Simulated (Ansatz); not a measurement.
A distorted cell of CdSe (wurtzite):

```xyz
4
Lattice="4.3827 0.0000 0.0000 -2.1914 3.7955 0.0000 0.0000 0.0000 7.1545" Properties=species:S:1:pos:R:3 pbc="T T T"
Cd     2.1914     1.4152     0.0034
Cd     0.0000     2.3804     3.5806
Se     2.1914     1.1369     4.4696
Se     0.0000     2.6586     0.8924
```

Level of theory: PBE (plane waves to 420 eV, PAW, scalar-relativistic; Ansatz, a first-principles code). k mesh 9×9×5 (Γ-centred), Fermi-Dirac smearing 0.05 eV. Compression counts positive. CdSe was relaxed with its symmetry unable to fall.

What forces act on the atoms (eV/Å, Cartesian)?


```json
[
 {"atom": "Cd1", "Fx": "0.000", "Fy": "-0.070", "Fz": "-0.040"},
 {"atom": "Cd2", "Fx": "0.000", "Fy": "0.070", "Fz": "-0.040"},
 {"atom": "Se3", "Fx": "0.000", "Fy": "0.052", "Fz": "0.040"},
 {"atom": "Se4", "Fx": "0.000", "Fy": "-0.052", "Fz": "0.040"}
]
```

(For displaced atoms, the force is minus the slope of the energy, and its curvature is a force constant, which sets phonon frequencies.)
